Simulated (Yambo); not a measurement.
G0W0@PBEsol for Zn3PBr3 (space group Pm, No. 6) in Yambo. Reference settings: 2×4×2 Γ-centred k mesh, bands 13 to 209 and a 6 Ry block in the screening, 209 bands in G with the Bruneval-Gonze terminator, plasmon pole fitted at 27.2 eV. The PBEsol gap Γ → Γ on this mesh is 1.63 eV; G0W0 gaps are taken between the same points.

```
change from the reference      G0W0 gap Γ → Γ (eV)  shift of the valence edge (eV)
-----------------------------  -------------------  ------------------------------
reference settings                            2.98                           -0.77
pole fitted at 15 eV                          2.96                           -0.70
92 bands in G                                 2.98                           -0.67
142 bands in G, no terminator                 2.94                           -0.49
1×2×1 mesh                                    2.70                           -0.57
109 bands in W                                3.02                           -0.64
92 bands in G, no terminator                   ___                           -0.20
no terminator                                 2.95                           -0.64
```

Problem. Estimate the withheld gaps from the other rows; the computed values follow.

Solution. 
- 92 bands in G, no terminator, G0W0 gap Γ → Γ (eV): 2.92

The reference isn't shown to be the converged limit.

Spin-orbit coupling is not included.

Geometry of the Materials Project entry, not relaxed at this level; primitive cell a = 6.597 Å, b = 4.007 Å, c = 6.933 Å, α = 90.00°, β = 90.63°, γ = 90.00°.

The structure is a Materials Project entry; no match was found in the copy of COD used, and its stability was not checked.

A shift is the quasiparticle energy of the state minus its PBEsol energy.
